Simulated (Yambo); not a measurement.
Yambo input for AgCl (rock salt, space group Fm-3m, No. 225) under isotropic strain of -3 % on all lattice vectors (a = b = c = 3.7365 Å, α = β = γ = 60.00°), on PBEsol (Quantum ESPRESSO, PseudoDojo norm-conserving, 82 Ry, without SOC) wavefunctions on a 14×14×14 mesh:

```
optics
chi
dipoles
kernel
FFTGvecs= 40 Ry
Chimod= "HARTREE"
NGsBlkXd= 4 Ry
% QpntsRXd
 1 | 1 |
%
% BndsRnXd
 5 | 36 |
%
GrFnTpXd= "R"
% EnRngeXd
 0.0 | 20.0 | eV
%
% DmRngeXd
 0.2 | 0.2 | eV
%
CGrdSpXd= 50
ETStpsXd= 161
% LongDrXd
 1.0 | 0.0 | 0.0 |
%
```

First lines of the file o-*.eps_q1_inv_rpa_dyson:

```
Absorption @ Q(1):   1.00000000     0.00000000     0.00000000    [q->0 direction]
#
# [ X ] Hartree size     :   51
# [GEN] GF Energies     : Perdew, Burke & Ernzerhof SOL(X)+Perdew, Burke & Ernzerhof SOL(C)
# [GEN] Green`s Function     : Retarded
#
# [GEN] Gauge     : Length
# [GEN] [r,Vnl] included     : yes
#
#    E[1] [eV]     Im(eps)     Re(eps)     Im(eps_o)     Re(eps_o)
#
     0.000000     0.466044E-7     5.726221     -0.16807E-17     6.107751
     0.125000     0.007000     5.728391     0.007239     6.109996
     0.250000     0.014059     5.734920     0.014538     6.116748
     0.375000     0.021237     5.745861     0.021957     6.128063
     0.500000     0.028600     5.761308     0.029560     6.144034
     0.625000     0.036213     5.781392     0.037416     6.164794
     0.750000     0.044155     5.806291     0.045602     6.190520
     0.875000     0.052507     5.836229     0.054200     6.221438
     1.000000     0.061368     5.871485     0.063308     6.257828
     1.125000     0.070850     5.912400     0.073039     6.300033
     1.250000     0.081085     5.959392     0.083525     6.348471
     1.375000     0.092234     6.012962     0.094927     6.403645
     1.500000     0.104494     6.073719     0.107439     6.466163
     1.625000     0.118106     6.142399     0.121303     6.536764
     1.750000     0.133380     6.219901     0.136826     6.616343
     1.875000     0.150711     6.307324     0.154402     6.706000
     2.000000     0.170620     6.406028     0.174545     6.807091
     2.125000     0.193802     6.517712     0.197949     6.921309
     2.250000     0.221221     6.644530     0.225565     7.050797
     2.375000     0.254235     6.789249     0.258743     7.198309
     2.500000     0.294846     6.955493     0.299463     7.367444
     2.625000     0.346114     7.148097     0.350759     7.563004
     2.750000     0.412980     7.373647     0.417525     7.791521
     2.875000     0.503945     7.641230     0.508192     8.062005
     3.000000     0.634847     7.963188     0.638472     8.386678
     3.125000     0.837863     8.353834     0.840322     8.779668
     3.250000     1.180490     8.813584     1.180796     9.241106
     3.375000     1.760200     9.258289     1.756351     9.686527
     3.500000     2.551652     9.503158     2.539463     9.931473
     3.625000     3.351454     9.454852     3.324360     9.887732
     3.750000     4.048558     9.364603     4.010862     9.805784
     3.875000     4.930529     9.048624     4.867292     9.490686
     4.000000     5.523259     8.377912     5.416385     8.841900
```
(The file goes on to the top of the energy range.) Convergence of the RPA response with its 14×14×14 mesh was not tested.

Geometry strained from the cell relaxed with PBEsol, atoms relaxed again.
